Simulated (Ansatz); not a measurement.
Elastic constants of Ta2AsN: input and output

Theory: DFT PBE, scalar-relativistic, plane waves, PAW (Ansatz 0.2.0).

It can be run as:
```bash
ansatz run input.yaml --threads 1 --pin off --backend cpu --events-out ev --progress --plain --runs-dir out  # memory cap (--max-ram) not shown
```

Input (bare energies are in eV):
```yaml
crystal:
  lattice:
    - [3.0993502865, 0.0, 0.0]
    - [-1.5496751433, 2.6841160834, 0.0]
    - [0.0, 0.0, 6.7075964165]
  atoms:
    - { symbol: Ta, position: [0.6666666667, 0.3333333333, 0.7124404395] }
    - { symbol: Ta, position: [0.6666666667, 0.3333333333, 0.2875595605] }
    - { symbol: As, position: [0.0, 0.0, 0.0] }
    - { symbol: "N", position: [0.3333333333, 0.6666666667, 0.5] }
basis:
  ecutwfc: 420
kpoints:
  mp_grid: { grid: [15, 15, 6] }
hamiltonian:
  xc: pbe
scf:
  occupations: { method: fermi_dirac, width: 0.15 }
output:
  forces: true
  stress: true
  eigenvalues: true
elastic:
  mode: clamped_ion
  amplitude: 0.005
```

From the output:
```
--- Elastic constants: 3 strain directions × 4 members + reference (group order 12) ---
  dense FFT box of the reference and of every strained cell: 24×24×48
  strains applied: 11, 33, 23; error gains: componentwise 1.00 (the most a stress slope's error grows in a printed constant), spectral 1.41 (1 for all six strains in a standard setting)
  C = ∂σ_k/∂η_j (tension-positive GPa; Voigt order 11 22 33 23 13 12):
       373.194    126.161    151.583      0.000      0.000     -0.000
       126.161    373.194    151.583      0.000      0.000      0.000
       151.589    151.589    498.987      0.000      0.000     -0.000
        -0.000      0.000     -0.000    182.990     -0.000     -0.000
        -0.000      0.000      0.000      0.000    182.990     -0.000
         0.000     -0.000      0.000     -0.000     -0.000    123.517
  reference stress σ⁰ (GPa):     -0.000     -0.000      0.000     -0.000     -0.000     -0.000
  C* (energy form; C + prestress term) asymmetry max|C*_kj − C*_jk| = 5.957e-3 GPa — a small one proves nothing (zero by symmetry where the batch's group is 432, −43m or m−3m); a large one is finite-difference/SCF noise where every solve ...
  moduli (Voigt/Reuss/Hill, GPa): K = 233.78/228.08/230.93   G = 152.30/146.95/149.63   E = 369.16   ν = 0.234
  mechanically stable: yes (min eigenvalue of sym C = 123.52 GPa)
  strain η (Voigt 11):  stress-route row diagonal C_11 = 373.19 GPa, energy-path curvature d²(F+E_count+ΔE)/dδ²/Ω₀ = 373.14 GPa
    cells at ±δ against ±2δ: C31 151.72 and 152.12 GPa, apart by 0.11 % of the column's largest entry
         δ    σ_11 (GPa) F (eV) n_scf n_hpsi n_pw
    -1.000e-2      -3.8389      -25106.7309434      11  161759   1098
    -5.000e-3      -1.8937      -25106.7359247       7  144773   1100
     5.000e-3       1.8371      -25106.7359621       7  143341   1110
     1.000e-2       3.6161      -25106.7312087       9  135398   1119
  strain η (Voigt 33):  stress-route row diagonal C_33 = 498.99 GPa, energy-path curvature d²(F+E_count+ΔE)/dδ²/Ω₀ = 498.93 GPa
    cells at ±δ against ±2δ: C13 151.63 and 151.79 GPa, apart by 0.03 % of the column's largest entry
         δ    σ_33 (GPa) F (eV) n_scf n_hpsi n_pw
    -1.000e-2      -5.1682      -25106.7286613      11   68999   1098
    -5.000e-3      -2.5392      -25106.7353802       6   64018   1100
     5.000e-3       2.4509      -25106.7354131       6   54854   1111
     1.000e-2       4.8135      -25106.7290967       9   56920   1115
  strain η (Voigt 23):  stress-route row diagonal C_44 = 182.99 GPa, energy-path curvature d²(F+E_count+ΔE)/dδ²/Ω₀ = 182.97 GPa
    cells at ±δ against ±2δ: C44 182.98 and 182.97 GPa, apart by 0.01 % of the column's largest entry
         δ    σ_23 (GPa) F (eV) n_scf n_hpsi n_pw
    -1.000e-2      -1.8297      -25106.7343802       9  217580   1106
    -5.000e-3      -0.9149      -25106.7367688       5  196455   1104
     5.000e-3       0.9149      -25106.7367688       5  191980   1104
     1.000e-2       1.8297      -25106.7343802       8  192531   1106
```

The cell was built by swapping an element in a database structure (itself possibly hypothetical) and relaxing; it need not be the stable form of this composition. In a metal, frequencies and elastic constants depend on the k mesh and the smearing, soft modes and shear constants most. Spin–orbit coupling is left out, which can shift energies with elements as heavy as these.

Clamped-ion constants are upper bounds: once the atoms relax, a strain can turn out softer or unstable.